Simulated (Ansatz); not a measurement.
This run works on a proposed trial structure, not on a known crystal.

Input and command of a plane-wave DFT calculation in Ansatz:

```yaml
crystal:
  lattice:
    - [6.7731030864, 0.0, 0.0]
    - [0.0, 6.7731030864, 0.0]
    - [0.0, 0.0, 6.9518103997]
  atoms:
    - { symbol: Pd, position: [0.2587360937, 0.5318982924, 0.5] }
    - { symbol: Pd, position: [0.7412639063, 0.4681017076, 0.5] }
    - { symbol: Pd, position: [0.5318982924, 0.7412639063, 0.0] }
    - { symbol: Pd, position: [0.4681017076, 0.2587360937, 0.0] }
    - { symbol: Pd, position: [0.0, 0.0, 0.75] }
    - { symbol: Pd, position: [0.0, 0.0, 0.25] }
    - { symbol: Pt, position: [0.0, 0.5, 0.0] }
    - { symbol: Pt, position: [0.5, 0.0, 0.5] }
    - { symbol: Se, position: [0.1923592349, 0.3088699382, 0.7723607947] }
    - { symbol: Se, position: [0.1923592349, 0.3088699382, 0.2276392053] }
    - { symbol: Se, position: [0.8076407651, 0.6911300618, 0.2276392053] }
    - { symbol: Se, position: [0.8076407651, 0.6911300618, 0.7723607947] }
    - { symbol: Se, position: [0.3088699382, 0.8076407651, 0.2723607947] }
    - { symbol: Se, position: [0.3088699382, 0.8076407651, 0.7276392053] }
    - { symbol: Se, position: [0.6911300618, 0.1923592349, 0.7276392053] }
    - { symbol: Se, position: [0.6911300618, 0.1923592349, 0.2723607947] }
basis:
  ecutwfc: 420
kpoints:
  mp_grid: { grid: [6, 6, 6] }
hamiltonian:
  xc: pbe
scf:
  occupations: { method: gaussian, width: 0.1 }
output:
  forces: true
  stress: true
  eigenvalues: true
  write_density: true
  write_potential: true
  elf: true
  volumetric_format: npy
relax:
  adjacent_minimum: "off"
  f_tol: 0.01
  max_steps: 30
  cell: { stress_tol: 0.1, fix: [volume] }
```

```bash
ansatz run input.yaml --threads 1 --pin off --max-ram 2560MiB --backend cpu --events-out ev --progress --plain --runs-dir out
```

Processor: AMD EPYC 9R45 96-Core Processor (Zen 5), 1 thread, on a host shared with other jobs.

Task: How long does it run, and how much memory does it take?

Result: About 4.2 min, peak memory 1.7 GiB. It solves 164 bands at 44 k points (after reduction by symmetry) with about 6215 plane waves, in 31 SCF iterations over 4 ionic steps.
